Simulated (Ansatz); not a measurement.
# Si3N4: gradients before and after relaxing the atoms

Start: an entry of the Crystallography Open Database (COD), atoms as given.

Space group P6_3/m (No. 176); a = 7.6170, c = 2.9134 Å, γ = 120.00°.

| site | Wyckoff | site symmetry | x | y | z |
| --- | --- | --- | --- | --- | --- |
| Si | 6h | m.. | 0.1784 | 0.7749 | 0.2500 |
| N7 | 2c | -6.. | 0.3333 | 0.6667 | 0.2500 |
| N9 | 6h | m.. | 0.3359 | 0.0328 | 0.2500 |

One atom of each set is listed.

The numbers come from a DFT calculation in Ansatz (PBE, plane waves and PAW, scalar-relativistic, 420 eV cutoff, Γ-centred 4×4×9 k-points, Fermi–Dirac smearing 0.02 eV).

The largest force at the start is 1.2 eV/Å. Relaxing the ions at fixed cell moves them by 0.046 Å at most (atom 3, Si) and 0.040 Å rms.

```
site  moved (Å)   first shell before   first shell after  V_zz before (10²¹ V/m²)  η before
  Si      0.046   4 N at 1.72–1.75 Å  4 N at 1.73–1.74 Å                    -0.73      0.21
  N7      0.000       3 Si at 1.75 Å      3 Si at 1.73 Å                    -5.17      0.00
  N9      0.040  3 Si at 1.72–1.75 Å      3 Si at 1.74 Å                    -4.88      0.10
```

(1) How do the gradients change?

Results:

(1) 

| site | V_zz after | η after | change of V_zz |
| --- | --- | --- | --- |
| Si | 0.98 | 0.42 | – |
| N7 | -4.94 | 0.00 | +0.23 |
| N9 | -5.00 | 0.08 | -0.12 |

The largest change of V_zz along a kept axis is on N7, from -5.17 to -4.94. The whole tensor moves most on Si, by 1.06 along its most changed direction. In per cent, |V_zz| changes by -4 to +2 on N (all sites that start above 0.5, bar those whose gradient vanishes or changes sign or whose main axis turns by over 40°). On Si the largest principal value lies along another axis in the second run, so the two V_zz can't be compared directly.

Before: At this cell the principal stresses reach 5 GPa in size with PBE, which can matter for small gradients.
